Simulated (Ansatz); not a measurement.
Sr$_{2}$H$_{3}$NO$_{6}$ in space group P-62m (No. 189; Pearson symbol hP12), the program Ansatz at the LDA level (PAW). The conduction-band minimum lies at A, with 1 equivalent valley. Second derivatives d²E/dk² of the lowest band at one valley (eV·Å²), along Cartesian directions:

| direction | d²E/dk² |
|---|---|
| [100] | 3.971 |
| [010] | 3.971 |
| [001] | 3.165 |
| [110] | 3.971 |
| [101] | 3.568 |
| [011] | 3.568 |

Question: Find the principal effective masses, the density-of-states mass and the conductivity mass.

Answer: Off-diagonal terms follow from H_xy = H[110] − (H_xx + H_yy)/2, and m*/mₑ = 7.620 eV·Å² over each eigenvalue: 1.9, 1.9, 2.4. One valley's DOS mass (m₁m₂m₃)^(1/3) = 2.1, conductivity mass 3/(Σ 1/mᵢ) = 2.1 mₑ.

Question: What effective density of states Nc follows at 300 K for parabolic valleys?

Answer: Nc = 2.509e19 × 1 × (2.1)^(3/2) ≈ 7.6e19 cm⁻³.

The first step of the workflow began from a Materials Project structure, measured or hypothetical; the Crystallography Open Database files this formula in space group No. 189, but the cells were not matched. Whether it is the stable phase at ambient conditions was not checked. The LDA relaxation kept the symmetry of its start. At this level the phase is dynamically unstable (imaginary phonons). Spin–orbit coupling is left out wherever it is not named.

Potentials: the later of the program's two PAW sets.

Edges and masses are those of Kohn–Sham bands, whose gap is no quasiparticle gap.
